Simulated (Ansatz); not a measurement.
Input for Ansatz (plane-wave DFT, PAW):

```yaml
crystal:
  lattice:
    - [3.5793887092, 0.0, 0.0]
    - [-1.7896943546, 3.0998415522, 0.0]
    - [0.0, 0.0, 5.7753175386]
  atoms:
    - { symbol: Li, position: [0.3333333333, 0.6666666667, 0.3672547292] }
    - { symbol: Li, position: [0.6666666667, 0.3333333333, 0.6327452708] }
    - { symbol: Fe, position: [0.0, 0.0, 0.0], spin: 3.72 }
    - { symbol: S, position: [0.3333333333, 0.6666666667, 0.7746006985], spin: 0.17 }
    - { symbol: S, position: [0.6666666667, 0.3333333333, 0.2253993015], spin: 0.17 }
basis:
  ecutwfc: 420
kpoints:
  mp_grid: { grid: [12, 12, 6] }
hamiltonian:
  xc: pbesol
scf:
  occupations: { method: gaussian, width: 0.1 }
output:
  forces: true
  stress: true
  eigenvalues: true
  populations: true
magnetization:
  spin_polarized: true
relax:
  adjacent_minimum: "off"
  f_tol: 0.01
  max_steps: 30
  cell: { stress_tol: 0.1, fix: [volume] }
```

Run as
```bash
ansatz run input.yaml --threads 2 --pin off --max-ram 5120MiB --backend cpu --events-out ev --progress --plain --runs-dir out
```

Theory: Ansatz, DFT PBEsol, scalar-relativistic, plane waves, PAW.

Part of what the program printed, abridged:

```
Pseudopotentials: kind: paw
Pseudopotential: Li, paw, valence charge 3, recommended cutoff 420 eV (normal)
Pseudopotential: Fe, paw, valence charge 16, recommended cutoff 420 eV (normal)
Pseudopotential: S, paw, valence charge 6, recommended cutoff 420 eV (normal)
Functional definition: PBEsol
Crystal: 5 atoms, lattice volume = 64.080 Å³
Basis set: ecut = 420 eV, 1237 PW (Γ), exchange–correlation on 48×48×80 points (8 copies of the dense FFT grid, shifted against one another)
Bands: 25, of which v1, the nominal top of the filled ones, is band 17 counted from 1 (16 counted from 0)
Symmetry: 12 space group operations
Space group: P-3m1 (ITA 164), of the structure as read, at distance tolerance 4.0e-5 Å
Magnetic group: BNS 164.85 (UNI 1315), of the structure as read, at distance tolerance 4.0e-5 Å
k-points: 100 of 864
Initial density: superposition of atomic densities (chi_scale 0.1, normalization cell, long waves kept (reshape's long-wave potential 0.01 eV rms))
Starting moments: Σ|m| = 4.06 μB on 3 of 5 sites
Initial wavefunctions: pseudopotential atomic-orbital guess
Functional: x = pbesol(κ = 0.804, μ = 0.12345679), c = pbesol(β = 0.046)
SCF iter   1: F=—  HF=-6626.369155 eV  |F-HF|=—  |Δ(HF+E_count)|=         —  Δρ=3.98e-2 (↑3.98e-2 ↓3.17e-2) dr2=3.04e0  dr2_m=5.75e-2  M=3.959 μB ∫|m|=3.965 μB  β_m=0.30  ethr=3.10e-3  ⟨swp⟩=5.5  Hψ=21223  notcnv=0
Mixer restart at iter 1: flushing history
spin=Collinear: Kerker preconditioning applied to the charge; magnetization (m = ρ↑ − ρ↓) channel mixes plain (no charge-response kernel on spin).
SCF iter   2: F=—  HF=-6626.965974 eV  |F-HF|=—  |Δ(HF+E_count)|=   5.97e-1  Δρ=1.69e-2 (↑1.69e-2 ↓1.53e-2) dr2=1.00e0  dr2_m=2.15e-2  M=3.981 μB ∫|m|=3.991 μB  β_m=0.40  ethr=3.10e-3  ⟨swp⟩=2.5  Hψ=10126  notcnv=0  defer=370
SCF iter   3: F=—  HF=-6627.782259 eV  |F-HF|=—  |Δ(HF+E_count)|=   8.16e-1  Δρ=7.84e-3 (↑7.84e-3 ↓7.83e-3) dr2=2.90e-1  dr2_m=5.21e-3  M=3.992 μB ∫|m|=4.006 μB  β_m=0.62  ethr=2.94e-3  ⟨swp⟩=2.3  Hψ=7742  notcnv=0  defer=366
SCF iter   4: F=—  HF=-6628.228591 eV  |F-HF|=—  |Δ(HF+E_count)|=         —  Δρ=4.03e-3 (↑3.43e-3 ↓4.03e-3) dr2=4.47e-2  dr2_m=4.13e-4  M=3.999 μB ∫|m|=4.019 μB  β_m=0.62  ethr=8.52e-4  ⟨swp⟩=2.1  Hψ=8041  notcnv=0  defer=371
Mixer restart at iter 4: flushing history
SCF iter   5: F=—  HF=-6628.226365 eV  |F-HF|=—  |Δ(HF+E_count)|=   2.23e-3  Δρ=2.06e-3 (↑2.06e-3 ↓2.02e-3) dr2=1.21e-2  dr2_m=3.04e-4  M=3.999 μB ∫|m|=4.018 μB  β_m=0.77  ethr=1.32e-4  ⟨swp⟩=2.1  Hψ=7034  notcnv=0  defer=372
SCF iter   6: F=—  HF=-6628.226066 eV  |F-HF|=—  |Δ(HF+E_count)|=   2.99e-4  Δρ=1.89e-3 (↑1.89e-3 ↓1.47e-3) dr2=6.20e-3  dr2_m=1.13e-4  M=3.999 μB ∫|m|=4.018 μB  β_m=0.71  ethr=3.57e-5  ⟨swp⟩=2.0  Hψ=9657  notcnv=0  defer=364
SCF iter   7: F=—  HF=-6628.224899 eV  |F-HF|=—  |Δ(HF+E_count)|=   1.17e-3  Δρ=9.61e-4 (↑4.28e-4 ↓9.61e-4) dr2=1.27e-3  dr2_m=5.88e-5  M=3.998 μB ∫|m|=4.017 μB  β_m=0.85  ethr=1.82e-5  ⟨swp⟩=2.1  Hψ=8141  notcnv=0  defer=367
SCF iter   8: F=—  HF=-6628.225221 eV  |F-HF|=—  |Δ(HF+E_count)|=   3.22e-4  Δρ=2.16e-4 (↑1.54e-4 ↓2.16e-4) dr2=8.67e-5  dr2_m=2.68e-6  M=3.998 μB ∫|m|=4.017 μB  β_m=0.91  ethr=3.72e-6  ⟨swp⟩=2.3  Hψ=7295  notcnv=0  defer=364
SCF iter   9: F=—  HF=-6628.225276 eV  |F-HF|=—  |Δ(HF+E_count)|=   5.54e-5  Δρ=1.04e-4 (↑5.40e-5 ↓1.04e-4) dr2=1.82e-5  dr2_m=7.12e-7  M=3.998 μB ∫|m|=4.017 μB  β_m=0.96  ethr=2.55e-7  ⟨swp⟩=1.8  Hψ=6793  notcnv=0  defer=364
SCF iter  10: F=—  HF=-6628.225281 eV  |F-HF|=—  |Δ(HF+E_count)|=   5.32e-6  Δρ=2.48e-5 (↑2.33e-5 ↓2.48e-5) dr2=3.02e-6  dr2_m=1.38e-8  M=3.998 μB ∫|m|=4.017 μB  β_m=0.98  ethr=5.35e-8  ⟨swp⟩=2.2  Hψ=6691  notcnv=0  defer=364
SCF iter  11: F=—  HF=-6628.225282 eV  |F-HF|=—  |Δ(HF+E_count)|=   3.58e-7  Δρ=8.08e-6 (↑7.43e-6 ↓8.08e-6) dr2=2.24e-7  dr2_m=6.35e-9  M=3.998 μB ∫|m|=4.017 μB  β_m=0.99  ethr=8.89e-9  ⟨swp⟩=2.1  Hψ=5901  notcnv=0  defer=364
SCF iter  12: F=-6628.225282 eV  HF=-6628.225282 eV  |F-HF|=4.12e-9  |Δ(HF+E_count)|=   1.43e-8  Δρ=2.21e-6 (↑1.16e-6 ↓2.21e-6) dr2=7.14e-9  dr2_m=7.58e-10  M=3.998 μB ∫|m|=4.017 μB  ethr=2.94e-10  ⟨swp⟩=7.9  Hψ=22265  notcnv=0
SCF 1 converged in 12 iterations: F = -6628.225282 eV  dr2 = 7.14e-9
relax step   1: F+E_penalty+E_count = -6628.22528167 eV  Δ(F+E_penalty+E_count) = +0.000e0 eV  max|allowed force component| = 8.301e-2 eV/Å  Δτ_max = 0.0000 Å  P = +11.116 GPa  Ω = 64.080 Å³  fix = [volume]  reactions: volume +11.116 GPa (12 SCF iters, dr2 threshold 1.00e-7 eV, accepted)
Initial density: handed on by an earlier stage of this run
Starting moments: Σ|m| = 4.06 μB on 3 of 5 sites; this step starts from the density that it was given
Initial wavefunctions: those handed on with the density
SCF iter   1: F=—  HF=-6628.226031 eV  |F-HF|=—  |Δ(HF+E_count)|=         —  Δρ=2.51e-4 (↑2.51e-4 ↓1.98e-4) dr2=2.46e-4  dr2_m=5.07e-6  M=3.999 μB ∫|m|=4.018 μB  β_m=0.65  ethr=7.04e-7  ⟨swp⟩=2.3  Hψ=23289  notcnv=0
SCF iter   2: F=—  HF=-6628.226041 eV  |F-HF|=—  |Δ(HF+E_count)|=   1.07e-5  Δρ=1.70e-4 (↑1.51e-4 ↓1.70e-4) dr2=2.37e-4  dr2_m=6.52e-7  M=3.999 μB ∫|m|=4.018 μB  β_m=0.33  ethr=7.04e-7  ⟨swp⟩=2.1  Hψ=6963  notcnv=0
SCF iter   3: F=—  HF=-6628.225974 eV  |F-HF|=—  |Δ(HF+E_count)|=   6.69e-5  Δρ=8.41e-5 (↑5.21e-5 ↓8.41e-5) dr2=4.34e-6  dr2_m=1.14e-6  M=3.999 μB ∫|m|=4.018 μB  β_m=0.47  ethr=6.98e-7  ⟨swp⟩=2.0  Hψ=6402  notcnv=0
SCF iter   4: F=—  HF=-6628.225983 eV  |F-HF|=—  |Δ(HF+E_count)|=   8.85e-6  Δρ=4.70e-5 (↑4.70e-5 ↓3.83e-5) dr2=3.74e-7  dr2_m=8.69e-7  M=3.999 μB ∫|m|=4.018 μB  β_m=0.51  ethr=1.28e-8  ⟨swp⟩=2.2  Hψ=7765  notcnv=0
SCF iter   5: F=—  HF=-6628.225986 eV  |F-HF|=—  |Δ(HF+E_count)|=   2.52e-6  Δρ=3.58e-5 (↑1.39e-5 ↓3.58e-5) dr2=4.90e-7  dr2_m=3.46e-7  M=3.999 μB ∫|m|=4.018 μB  β_m=0.75  ethr=1.10e-9  ⟨swp⟩=2.0  Hψ=7520  notcnv=0
SCF iter   6: F=—  HF=-6628.225988 eV  |F-HF|=—  |Δ(HF+E_count)|=   2.20e-6  Δρ=1.64e-5 (↑1.64e-5 ↓6.91e-6) dr2=2.22e-7  dr2_m=1.75e-8  M=3.999 μB ∫|m|=4.018 μB  β_m=0.69  ethr=1.10e-9  ⟨swp⟩=2.3  Hψ=8645  notcnv=0
SCF iter   7: F=-6628.225988 eV  HF=-6628.225988 eV  |F-HF|=5.82e-8  |Δ(HF+E_count)|=   7.72e-8  Δρ=5.35e-6 (↑4.42e-6 ↓5.35e-6) dr2=5.78e-8  dr2_m=6.88e-10  M=3.999 μB ∫|m|=4.018 μB  ethr=6.53e-10  ⟨swp⟩=1.9  Hψ=14606  notcnv=0
SCF 2 converged in 7 iterations: F = -6628.225988 eV  dr2 = 5.78e-8
relax step   2: F+E_penalty+E_count = -6628.22598775 eV  Δ(F+E_penalty+E_count) = -7.061e-4 eV  max|allowed force component| = 1.596e-2 eV/Å  Δτ_max = 0.0051 Å  P = +11.027 GPa  Ω = 64.080 Å³  energy of the carried Pulay correction = +2.642e-16 eV  fix = [volume]  reactions: volume +11.027 GPa (7 SCF iters, dr2 threshold 4.31e-7 eV, accepted)
SCF iter   1: F=—  HF=-6628.226095 eV  |F-HF|=—  |Δ(HF+E_count)|=         —  Δρ=8.03e-5 (↑8.03e-5 ↓7.98e-5) dr2=4.10e-5  dr2_m=4.22e-7  M=3.999 μB ∫|m|=4.018 μB  β_m=0.65  ethr=9.89e-8  ⟨swp⟩=2.0  Hψ=24454  notcnv=0
SCF iter   2: F=—  HF=-6628.226097 eV  |F-HF|=—  |Δ(HF+E_count)|=   1.96e-6  Δρ=6.43e-5 (↑6.43e-5 ↓5.92e-5) dr2=4.10e-5  dr2_m=1.66e-7  M=3.999 μB ∫|m|=4.018 μB  β_m=0.33  ethr=9.89e-8  ⟨swp⟩=2.2  Hψ=7076  notcnv=0
SCF iter   3: F=—  HF=-6628.226086 eV  |F-HF|=—  |Δ(HF+E_count)|=   1.09e-5  Δρ=2.48e-5 (↑2.48e-5 ↓2.43e-5) dr2=1.07e-6  dr2_m=1.03e-7  M=3.999 μB ∫|m|=4.018 μB  β_m=0.45  ethr=9.89e-8  ⟨swp⟩=2.0  Hψ=6502  notcnv=0
SCF iter   4: F=—  HF=-6628.226087 eV  |F-HF|=—  |Δ(HF+E_count)|=   6.71e-7  Δρ=1.29e-5 (↑1.29e-5 ↓1.05e-5) dr2=5.03e-8  dr2_m=5.51e-8  M=3.999 μB ∫|m|=4.018 μB  β_m=0.45  ethr=3.14e-9  ⟨swp⟩=2.2  Hψ=7350  notcnv=0
SCF iter   5: F=—  HF=-6628.226087 eV  |F-HF|=—  |Δ(HF+E_count)|=   1.70e-7  Δρ=1.04e-5 (↑4.20e-6 ↓1.04e-5) dr2=3.31e-8  dr2_m=2.78e-8  M=3.999 μB ∫|m|=4.018 μB  β_m=0.73  ethr=1.48e-10  ⟨swp⟩=2.2  Hψ=7635  notcnv=0
SCF iter   6: F=-6628.226087 eV  HF=-6628.226087 eV  |F-HF|=1.48e-8  |Δ(HF+E_count)|=   2.62e-7  Δρ=8.28e-6 (↑4.10e-6 ↓8.28e-6) dr2=2.60e-8  dr2_m=1.76e-8  M=3.999 μB ∫|m|=4.018 μB  ethr=9.75e-11  ⟨swp⟩=2.1  Hψ=16307  notcnv=0
SCF 3 converged in 6 iterations: F = -6628.226087 eV  dr2 = 2.60e-8
relax step   3: F+E_penalty+E_count = -6628.22608692 eV  Δ(F+E_penalty+E_count) = -9.917e-5 eV  max|allowed force component| = 7.545e-4 eV/Å  Δτ_max = 0.0015 Å  P = +10.999 GPa  Ω = 64.080 Å³  energy of the carried Pulay correction = +2.841e-18 eV  fix = [volume]  reactions: volume +10.999 GPa (6 SCF iters, dr2 threshold 7.28e-8 eV, accepted)
Initial wavefunctions: pseudopotential atomic-orbital guess (no wavefunctions were taken with the density)
SCF iter   1: F=—  HF=-6628.226087 eV  |F-HF|=—  |Δ(HF+E_count)|=         —  Δρ=5.02e-6 (↑5.02e-6 ↓4.16e-6) dr2=1.14e-8  dr2_m=6.44e-9  M=3.999 μB ∫|m|=4.018 μB  β_m=0.65  ethr=5.87e-8  ⟨swp⟩=3.0  Hψ=35339  notcnv=0
SCF iter   2: F=—  HF=-6628.226087 eV  |F-HF|=—  |Δ(HF+E_count)|=   2.33e-8  Δρ=4.34e-6 (↑2.53e-6 ↓4.34e-6) dr2=1.95e-8  dr2_m=1.26e-9  M=3.999 μB ∫|m|=4.018 μB  β_m=0.41  ethr=3.35e-11  ⟨swp⟩=2.1  Hψ=8512  notcnv=0
SCF iter   3: F=—  HF=-6628.226087 eV  |F-HF|=—  |Δ(HF+E_count)|=   1.65e-9  Δρ=2.64e-6 (↑1.64e-6 ↓2.64e-6) dr2=9.07e-10  dr2_m=2.06e-9  M=3.999 μB ∫|m|=4.018 μB  β_m=0.58  ethr=3.35e-11  ⟨swp⟩=2.0  Hψ=8487  notcnv=0
SCF iter   4: F=—  HF=-6628.226087 eV  |F-HF|=—  |Δ(HF+E_count)|=   5.98e-9  Δρ=1.07e-6 (↑6.94e-7 ↓1.07e-6) dr2=2.00e-9  dr2_m=3.11e-10  M=3.999 μB ∫|m|=4.018 μB  β_m=0.50  ethr=2.67e-12  ⟨swp⟩=2.0  Hψ=8344  notcnv=0
SCF iter   5: F=—  HF=-6628.226087 eV  |F-HF|=—  |Δ(HF+E_count)|=  7.10e-10  Δρ=3.67e-7 (↑2.90e-7 ↓3.67e-7) dr2=1.07e-10  dr2_m=4.13e-11  M=3.999 μB ∫|m|=4.018 μB  β_m=0.52  ethr=2.67e-12  ⟨swp⟩=2.0  Hψ=7325  notcnv=0
SCF iter   6: F=-6628.226087 eV  HF=-6628.226087 eV  |F-HF|=1.82e-12  |Δ(HF+E_count)|=  3.37e-11  Δρ=9.44e-8 (↑5.43e-8 ↓9.44e-8) dr2=3.21e-12  dr2_m=2.17e-12  M=3.999 μB ∫|m|=4.018 μB  ethr=1.00e-12  ⟨swp⟩=2.1  Hψ=14824  notcnv=0
SCF 4 converged in 6 iterations: F = -6628.226087 eV  dr2 = 3.21e-12
SCF converged after 6 iterations
Magnetization: 3.9987 μB (18.9994 up, 15.0006 down)
Absolute magnetization: 4.0175 μB (∫|ρ↑−ρ↓|, with the PAW one-centre terms)
Spin contamination: 0.0273 ħ² per cell (⟨S²⟩ above its minimum at these occupations)
Per-site moments (μB) at R_I (Å): [(0.02695250, 0.91711186), (0.02695250, 0.91711186), (3.30181363, 1.00884172), (0.16354211, 0.91711186), (0.16354211, 0.91711186)]
Free energy (F): -6628.226087 eV
Harris-Foulkes:  -6628.226087 eV  (|F-HF|=1.82e-12)
Internal energy: -6628.218314 eV  (E = F + TS)
E sigma→0 (E₀):  -6628.222200 eV
Entropy (-TS):   -0.007773 eV (-1.555 meV/atom)
Fermi energy:    9.049738 eV
--- Per-component energies (eV) ---
  E_band       = -480.292514
  E_kinetic    = 612.000250
  E_local      = -3801.339509  (includes V_loc(G=0)·N_el)
  E_nonlocal   = 220.743871
  E_hartree    = 1590.839572
  E_xc         = -332.955806
  E_vxc        = -356.868038  (∫ρ·V_xc dr)
  E_paw        = -2546.849678  (= ΣΔE_a)
  E_vpaw       = -336.509018  (= ΣTr[D̂ρ^β])
  E_aug_tail   = 0.000878  (compensation charges beyond the density's cutoff)
  E_ewald      = -2370.960992
  E_core_change = 0.303100  (= ΣΔE_core)
  E_smearing   = -0.007773  (= −TS)
--- Forces (eV/Å), atoms counted from 1 ---
  atom   1  Li     0.00000000     0.00000000     0.00072030
  atom   2  Li     0.00000000     0.00000000    -0.00072030
  atom   3  Fe     0.00000000     0.00000000     0.00000000
  atom   4  S      0.00000000     0.00000000    -0.00050835
  atom   5  S      0.00000000     0.00000000     0.00050835
--- Stress (GPa, compression-positive) ---
       11.017923       0.000000       0.000000
        0.000000      11.017923       0.000000
        0.000000       0.000000      10.962991
  P = ⅓ Tr σ = 10.9996 GPa (109.996 kbar)
--- Band table (eV; the first three rows and the last of 200) ---
  k-point 0 ↑: bands = ["-80.0310", "-46.2699", "-46.2699", "-46.1075", "-35.8068", "-35.7358", "-5.5278", "-3.9739", "2.4371", "4.1563", "4.1563", "5.8841", "5.8841", "6.2392", "7.4336", "7.4336", "7.6975", "8.5766", "8.5766", "12.7370", "13.0429", "14.4282", "14.4282", "15.5368", "16.5237"]
  k-point 1 ↑: bands = ["-80.0310", "-46.2699", "-46.2699", "-46.1075", "-35.8067", "-35.7358", "-5.4951", "-4.0461", "2.6664", "4.1668", "4.1668", "5.8821", "5.8821", "6.1741", "7.3411", "7.3411", "7.3517", "8.6899", "8.6899", "12.8069", "13.1690", "14.3114", "14.3114", "15.6623", "16.4083"]
  k-point 2 ↑: bands = ["-80.0310", "-46.2699", "-46.2699", "-46.1075", "-35.8067", "-35.7359", "-5.4205", "-4.1962", "3.2444", "4.1883", "4.1883", "5.8161", "5.8784", "5.8784", "6.8333", "7.1874", "7.1874", "8.8875", "8.8875", "12.5867", "13.9193", "14.1053", "14.1053", "15.5780", "16.1161"]
  k-point 99 ↓: bands = ["-76.2498", "-42.5511", "-42.5511", "-42.4593", "-35.7390", "-35.7390", "-3.6551", "-3.6551", "3.5649", "3.8538", "3.8538", "4.2631", "6.0584", "6.0584", "9.1663", "9.3095", "9.3095", "10.8694", "10.8694", "13.8984", "14.2950", "14.2950", "15.0216", "17.2769", "18.0647"]
--- Relaxed structure (3 steps of the walk, 3 accepted, 1 SCFs on fresh bases) ---
  F+E_penalty+E_count = -6628.22608675 eV   max|allowed force component| = 7.203e-4 eV/Å   (the final SCF, on the basis selected at the relaxed cell)
  cell:  # Å, volume = 64.0803 Å³
    - [3.57972512, 0.0, 0.0]
    - [-1.78986256, 3.10013289, 0.0]
    - [0.0, 0.0, 5.77423208]
  atoms:
    - { symbol: Li, position: [0.33333333, 0.66666666, 0.36838192] }
    - { symbol: Li, position: [0.66666666, 0.33333333, 0.63161807] }
    - { symbol: Fe, position: [0.0, 0.0, 0.0] }
    - { symbol: S, position: [0.33333333, 0.66666666, 0.77354296] }
    - { symbol: S, position: [0.66666666, 0.33333333, 0.22645703] }
--- Löwdin populations: 5 sites ---
  site symbol q [e]    m [muB]
     0     Li      2.3680     0.0154
     1     Li      2.3680     0.0154
     2     Fe     15.1265     3.3239
     3      S      6.8803     0.3197
     4      S      6.8803     0.3197
  spilling = 0.011084 (of n_electrons = 34.000000)
```

The relaxation met its thresholds.

Time: 20 s on 2 threads of Intel(R) Xeon(R) 6975P-C (Granite Rapids), with other jobs on the host, peak memory 0.58 GiB.

The cell holds one magnetic atom, so it can only be ferromagnetic; an antiferromagnetic order may lie lower.